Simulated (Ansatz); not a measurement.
A geometry of CsPbBr3 away from equilibrium: step 2 of the relaxation of a relaxed CsPbBr3 cell with every coordinate shifted by Gaussian noise of σ = 0.3 Å. Computed with r2SCAN (plane waves to 500 eV, PAW, scalar-relativistic; Ansatz, a quantum-chemistry and plane-wave program). Γ-centred k-mesh 4×4×4 on the run's cell (coarser than for final values), Fermi–Dirac smearing 0.05 eV.

```xyz
5
Lattice="5.9238 0.0053 0.0067 0.0053 5.9716 0.0040 0.0067 0.0040 5.9791" Properties=species:S:1:pos:R:3:forces:R:3 pbc="T T T" free_energy=-25994.859 pressure_GPa=0.2
Cs     0.0969     0.0657     0.0107    0.0532    0.0546    0.0184
Pb     3.2899     3.4688     3.0794   -0.3883   -0.3078   -0.3250
Br     0.1774     3.1802     2.9195    0.1893    0.0479    0.0063
Br     3.0974     3.2857    -0.0850    0.0372    0.0404    0.2572
Br     2.8367     0.3163     2.8196    0.1086    0.1648    0.0431
```

Positions in Å, forces in eV/Å, free energy of the cell in eV (comparable only within this code, potentials and settings). Largest force: 0.59 eV/Å, on Pb2 (atoms numbered as listed); the geometry lies 0.02 eV/atom above the end of its relaxation.

No spin polarisation in the result.

The end of the path is a generated cell of CsPbBr3: the first start was made by placing the elements on the sites of a structure type, and the end was not matched to a known phase here, so it may be hypothetical. Known forms of CsPbBr3 include space group No. 62, 221.
